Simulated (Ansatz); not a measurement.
### Question
Name crystals whose computed values (DFT-PBEsol in the program Ansatz with PAW potentials) fall in these windows: G_Hill (GPa) 160 to 230; highest Γ mode, no LO–TO term (cm⁻¹) 710 to 900; B₀ by P(V) fit (GPa) 170 to 210.

### Answer


```json
[
 {"crystal": "ScB2, P6/mmm (Sc on 1a, B on 2d)", "G_Hill (GPa)": "205", "highest Γ mode, no LO–TO term (cm⁻¹)": "775", "B₀ by P(V) fit (GPa)": "199"},
 {"crystal": "BP, P6_422 (B on 3c, P on 3d)", "G_Hill (GPa)": "190", "highest Γ mode, no LO–TO term (cm⁻¹)": "774", "B₀ by P(V) fit (GPa)": "181"}
]
```
Others may fit too.

Typed or built starts, not in the databases checked: BP, P6_422 (B on 3c, P on 3d). Not the usual ambient phase: BP, P6_422 (B on 3c, P on 3d). Standing as an ambient phase not checked: ScB2, P6/mmm (Sc on 1a, B on 2d). All cells were relaxed under the symmetry of their starts (and spin orders); stability against distortions was not tested throughout. Rows with no word on spin ran without spin polarisation.

Potentials: the later of the program's two PAW sets.
